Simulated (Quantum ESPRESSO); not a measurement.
# Si3O4NF: a curve over one atom's position

Simulated, not a measurement. The program is pw.x of Quantum ESPRESSO 7.5 (plane-wave density functional theory). The cell is made up: 9 atoms on a quartz lattice, with randomly drawn elements, strain and displacements, not relaxed. PseudoDojo standard norm-conserving files (v0.5 for PBE, v0.4.1 for LDA and PBEsol) set the functional; there is no spin polarisation, spin-orbit coupling or dispersion term, and the masses in the input are unused placeholders.

Seven runs move atom 6 (O, counted in the order of the input) along x and keep all else fixed.

Input of the run at +0.0062:

```
&control calculation='scf', pseudo_dir='./dojo.nc.sr.pbe.v0_5.standard.upf', outdir='./o', disk_io='low', tprnfor=.true., tstress=.true. /
&system ibrav=0, nat=9, ntyp=4, nbnd=30, ecutwfc=84.00895049, nosym=.true., tot_charge=0,
 occupations='smearing', smearing='fd', degauss=0.0018374661
/
&electrons conv_thr=7.350e-09, electron_maxstep=60, /
ATOMIC_SPECIES
F 1.0 F.upf
N 1.0 N.upf
O 1.0 O.upf
Si 1.0 Si.upf
CELL_PARAMETERS angstrom
4.9886 -0.0371 0.0067
-2.5264 4.2838 -0.0187
0.0074 -0.0194 5.3888
ATOMIC_POSITIONS angstrom
Si 2.3286 -0.0253 3.609
Si -1.1944 2.0047 1.8234
Si 1.3256 2.2515 0.0124
O 1.3697 1.1138 4.2049
N 3.279 0.5997 2.446
O 2.8265 2.5109 0.6712
F 0.2545 1.7852 1.1346
O -1.1466 3.1107 2.9536
O 0.709 3.6649 4.7194
K_POINTS automatic
5 5 4 1 1 1
```

| shift of atom 6 along x (Å) | free energy less that of the input shown (eV) | Fx on atom 6 (eV/Å) | Fy on atom 6 (eV/Å) | Fz on atom 6 (eV/Å) | pressure (GPa) | next band up at Gamma (eV) | iterations |
| --- | --- | --- | --- | --- | --- | --- | --- |
| -0.1044 | -0.0355 | 1.771 | 0.568 | 0.312 | 10.34 | 2.814 | 11 |
| -0.0921 | -0.0542 | 1.262 | 0.557 | 0.007 | 10.14 | 2.803 | 11 |
| -0.0517 | -0.0733 | -0.281 | 0.574 | -0.952 | 9.65 | 2.756 | 11 |
| -0.0272 | -0.0559 | -1.131 | 0.622 | -1.509 | 9.45 | 2.722 | 11 |
| +0.0062 | 0.0000 | -2.202 | 0.728 | -2.254 | 9.31 | 2.667 | 11 |
| +0.0499 | 0.1245 | -3.474 | 0.938 | -3.228 | 9.34 | 2.581 | 12 |
| +0.1082 | 0.3721 | -4.990 | 1.336 | -4.569 | 9.70 | 2.442 | 12 |

A cubic fit gives dFx/dx = -31.17 eV/Å² at zero shift. Across the table the free energy follows the integral of the force to within 0.1 meV. A rerun of one of the cells at 1437 eV and a 7 x 7 x 6 mesh moved values by no more than 0.002 eV in energy, 0.02 GPa in stress and 0.002 eV/Å in force. The band column is the level of band 25 at Gamma less that of band 24, whose number is half the electron count, rounded up; it comes from a band step after each run.